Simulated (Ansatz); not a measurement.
BaCuSeO: energy from the work of forces and stress

```
Ba Cu Se O
1.0
     4.30966    0.00000    0.00000
     0.00000    4.30966    0.00000
     0.00000    0.00000    9.78156
Ba Cu Se O
2 2 2 2
Direct
  0.00000 0.50000 0.64023
  0.50000 0.00000 0.35977
  0.50000 0.50000 0.00000
  0.00000 0.00000 0.00000
  0.50000 0.00000 0.86968
  0.00000 0.50000 0.13032
  0.50000 0.50000 0.50000
  0.00000 0.00000 0.50000
```

The calculation used DFT PBE, scalar-relativistic, plane waves, PAW (Ansatz 0.2.0).

Settings: cutoff 420 eV, Γ-centred mesh 8×8×4 on the computed 8-atom cell, Gaussian smearing of 0.10 eV; no spin polarisation.

At the start the stress (GPa, compression positive, xx yy zz yz xz xy) is -1.44 -1.44 -1.06 0.00 0.00 0.00 and the forces (eV/Å) are Ba1 (0.00, 0.00, -0.52); Ba2 (0.00, 0.00, 0.52); Cu3 (0.00, 0.00, 0.00); Cu4 (0.00, 0.00, 0.00); Se5 (0.00, 0.00, 0.11); Se6 (0.00, 0.00, -0.11); O7 (0.00, 0.00, 0.00); O8 (0.00, 0.00, 0.00). Each variant moves atoms by u and then strains the cell by ε, so an atom ends at (r + u)(1 + ε); shears are tensor components, each standing twice in ε. The starting volume is 181.67 Å³.

Variant 1: strain (xx yy zz yz xz xy, %) -1.15 -1.15 4.85 0.00 0.00 0.00, moves (Å) Ba1 (0.000, 0.000, 0.285); Ba2 (0.000, 0.000, -0.285); Se5 (0.000, 0.000, 0.093); Se6 (0.000, 0.000, -0.093). There the stress is -2.31 -2.31 -5.71 0.00 0.00 0.00 GPa and the forces (eV/Å) are Ba1 (0.00, 0.00, -2.10); Ba2 (0.00, 0.00, 2.10); Cu3 (0.00, 0.00, 0.00); Cu4 (0.00, 0.00, 0.00); Se5 (0.00, 0.00, -0.60); Se6 (0.00, 0.00, 0.60); O7 (0.00, 0.00, 0.00); O8 (0.00, 0.00, 0.00).

Variant 2: strain (xx yy zz yz xz xy, %) 3.79 3.79 5.29 0.00 0.00 0.00, moves (Å) Ba1 (0.000, 0.000, 0.226); Ba2 (0.000, 0.000, -0.226); Se5 (0.000, 0.000, 0.446); Se6 (0.000, 0.000, -0.446). There the stress is -1.02 -1.02 -6.22 0.00 0.00 0.00 GPa and the forces (eV/Å) are Ba1 (0.00, 0.00, -2.29); Ba2 (0.00, 0.00, 2.29); Cu3 (0.00, 0.00, 0.00); Cu4 (0.00, 0.00, 0.00); Se5 (0.00, 0.00, -1.45); Se6 (0.00, 0.00, 1.45); O7 (0.00, 0.00, 0.00); O8 (0.00, 0.00, 0.00).

Variant 3: strain (xx yy zz yz xz xy, %) 4.17 4.17 5.67 0.00 0.00 0.00, moves (Å) Ba1 (0.000, 0.000, 0.047); Ba2 (0.000, 0.000, 0.090); Cu3 (0.000, 0.000, 0.002); Cu4 (0.000, 0.000, 0.002); Se5 (0.000, 0.000, -0.028); Se6 (0.000, 0.000, 0.057); O7 (0.000, 0.000, -0.085); O8 (0.000, 0.000, -0.085). There the stress is -6.50 -6.50 -5.74 0.00 0.00 0.00 GPa and the forces (eV/Å) are Ba1 (0.00, 0.00, -1.71); Ba2 (0.00, 0.00, 0.35); Cu3 (0.00, 0.00, 0.08); Cu4 (0.00, 0.00, 0.08); Se5 (0.00, 0.00, 0.82); Se6 (0.00, 0.00, -1.11); O7 (0.00, 0.00, 0.74); O8 (0.00, 0.00, 0.74).

Variant 4: strain (xx yy zz yz xz xy, %) 0.47 0.47 -5.53 0.00 0.00 0.00, moves (Å) Ba1 (0.000, 0.000, -0.195); Ba2 (0.000, 0.000, 0.195); Se5 (0.000, 0.000, -0.047); Se6 (0.000, 0.000, 0.047). There the stress is 3.45 3.45 4.15 0.00 0.00 0.00 GPa and the forces (eV/Å) are Ba1 (0.00, 0.00, 1.69); Ba2 (0.00, 0.00, -1.69); Cu3 (0.00, 0.00, 0.00); Cu4 (0.00, 0.00, 0.00); Se5 (0.00, 0.00, 0.15); Se6 (0.00, 0.00, -0.15); O7 (0.00, 0.00, 0.00); O8 (0.00, 0.00, 0.00).

Q: Estimate each change of free energy from forces and stresses by the trapezoid rule along the path (r + tu)(1 + tε), t from 0 to 1, and compare with the computed change.

A: The derivative of the energy along the path is −F·u(1 + tε) for the atoms and −V σ(1 + tε)⁻¹ : ε for the cell, with F, σ and V taken at t (σ positive in compression; 1 eV/Å³ = 160.2 GPa). Averaging t = 0 and t = 1 gives, in meV per atom:
```csv
variant,work on atoms,work on cell,sum,computed
1,102.9,16.6,119.4,124.2
2,161.9,42.7,204.7,234.2
3,16.3,80.1,96.4,103.6
4,27.7,11.0,38.7,38.1
```

The rule is exact for a quadratic energy surface and overshoots a term ct³ by c/2, so the difference between the last two columns measures the net anharmonic part along the path (terms of opposite sign can cancel, and the finite basis adds a little): 2 to 13 % here.

 Spin polarisation was left out, and a magnetic state may lie lower.

Cost: 5 runs of about 5.5 core-minutes in all, on Intel Xeon Processor @ 2.70GHz (shared hosts).